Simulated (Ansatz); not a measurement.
Nb (bcc, W type)

```
CELL_PARAMETERS angstrom
     -1.65481     1.65481     1.65481
      1.65481    -1.65481     1.65481
      1.65481     1.65481    -1.65481
ATOMIC_POSITIONS crystal
  Nb 0.00000 0.00000 0.00000
```

Grid over V/V₀ and (c/a)/(c/a)₀, subscript 0 meaning the relaxed cell; the conventional c axis lies along z; no internal relaxation.

Level of theory: PBE (plane waves to 420 eV, PAW, scalar-relativistic; Ansatz, a program for electronic structure). k mesh 20×20×20 (Γ-centred), Fermi-Dirac smearing 0.05 eV. Compression counts positive. With partly filled bands, the response to shear is sensitive to the k mesh, so small differences along c/a are uncertain. Nb is run without spin polarisation. Nb was relaxed with its symmetry unable to fall. 

### Question
What σxx (GPa) does the calculation give at all points of the grid V/V₀ = 0.960, 0.973, 0.987, 1.000, 1.013, 1.027, 1.040 by (c/a)/(c/a)₀ = 0.880, 0.920, 0.960, 1.000, 1.040, 1.080, 1.120?

### Answer
σxx (GPa), with V/V₀ across and (c/a)/(c/a)₀ down:

```csv
(c/a)/(c/a)₀ \ V/V₀,0.960,0.973,0.987,1.000,1.013,1.027,1.040
0.880,4.0,1.5,-0.8,-3.0,-5.1,-7.0,-8.8
0.920,5.2,2.7,0.3,-1.9,-4.0,-6.0,-7.9
0.960,6.1,3.5,1.1,-1.2,-3.4,-5.4,-7.2
1.000,7.5,4.8,2.3,0.0,-2.2,-4.3,-6.2
1.040,9.4,6.6,4.1,1.7,-0.6,-2.7,-4.7
1.080,11.5,8.7,6.0,3.6,1.2,-0.9,-3.0
1.120,13.8,10.9,8.2,5.6,3.2,1.0,-1.2
```

(A scan under strain: stresses follow from slopes of the energy per volume, elastic moduli from its curvatures.)
